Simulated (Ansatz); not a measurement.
Independent-particle absorption of MgO₂ (Pa-3, a = 4.834 Å, b = 4.834 Å, c = 4.834 Å, α = 90.00°, β = 90.00°, γ = 90.00°), no local fields or excitons, 0.1 eV broadening. Level of theory: Ansatz, DFT r2SCAN, scalar-relativistic, plane waves, PAW.

Plane waves to 500 eV, a k mesh through Γ of 6×6×6 on the computed 12-atom cell and Gaussian smearing (0.02 eV); no spin polarisation. The spectrum is summed on a 9×9×9 mesh.

```
Mg O
1.0
     4.83417    0.00000    0.00000
     0.00000    4.83417    0.00000
     0.00000    0.00000    4.83417
Mg O
4 8
Direct
  0.00000 0.50000 0.50000
  0.50000 0.50000 0.00000
  0.50000 0.00000 0.50000
  0.00000 0.00000 0.00000
  0.41117 0.08883 0.91117
  0.08883 0.91117 0.41117
  0.91117 0.41117 0.08883
  0.58883 0.58883 0.58883
  0.41117 0.41117 0.41117
  0.08883 0.58883 0.91117
  0.91117 0.08883 0.58883
  0.58883 0.91117 0.08883
```

```tsv
photon energy (eV)	ε2,zz
0.0	0.00
0.4	0.00
0.8	0.00
1.2	0.00
1.6	0.00
2.0	0.00
2.4	0.00
2.8	0.00
3.2	0.00
3.6	0.00
4.0	0.00
4.4	0.00
4.8	0.07
5.2	0.92
5.6	1.60
6.0	0.79
6.4	0.19
6.8	0.06
7.2	0.01
7.6	0.00
8.0	0.01
8.4	2.93
8.8	4.89
9.2	4.25
9.6	4.10
10.0	3.37
10.4	1.48
10.8	2.91
11.2	6.61
11.6	1.86
12.0	1.21
12.4	1.23
12.8	1.32
13.2	1.91
13.6	2.48
14.0	1.56
```

The strongest peak lies near 11.0 eV. ε∞ (xx, yy, zz) = 3.0, 3.0, 3.0.

Cost: 1 run of about 5.6 core-minutes, on Intel Xeon Processor @ 2.70GHz (shared hosts).